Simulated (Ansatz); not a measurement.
Relaxed InAs (zinc blende):

```xyz
4
Lattice="0.0000 6.1091 6.1091 3.0546 0.0000 3.0546 3.0546 3.0546 0.0000" Properties=species:S:1:pos:R:3 pbc="T T T"
As     4.5818     4.5818     4.5818
As     4.5818     7.6364     7.6364
In     0.0000     0.0000     0.0000
In     3.0546     6.1091     3.0546
```

In this cell atom 4 (In, nearest neighbour As at 2.645 Å; its periodic images, 4.3 Å or more away, move with it) is moved by s along Cartesian [111], unit vector (0.577, 0.577, 0.577); all other atoms and the cell stay fixed.

These are r2SCAN (plane waves to 500 eV, PAW, scalar-relativistic; Ansatz, a first-principles code) values and carry that method's errors. k mesh 4×8×8 (Γ-centred), Fermi-Dirac smearing 0.05 eV. Stress and pressure are positive under compression. F⊥ is the part of the force across the line. InAs was relaxed with its symmetry unable to fall. 

```csv
s (Å),P (GPa),|F⊥| (eV/Å)
-0.530,5.76,…
-0.424,…,0.271
-0.318,1.64,0.194
-0.212,0.66,0.124
-0.106,0.16,0.061
0.000,0.01,0.000
0.106,0.13,0.058
0.212,0.41,0.116
0.318,0.77,0.181
0.424,1.15,0.253
0.530,1.52,…
```

Q: What belongs in the gaps?

A: 
- -0.530, |F⊥| (eV/Å): 0.357
- -0.424, P (GPa): 3.26
- 0.530, |F⊥| (eV/Å): 0.332

(A displaced cell: forces are minus the slopes of the energy, force constants its curvatures, and phonons follow from these.)
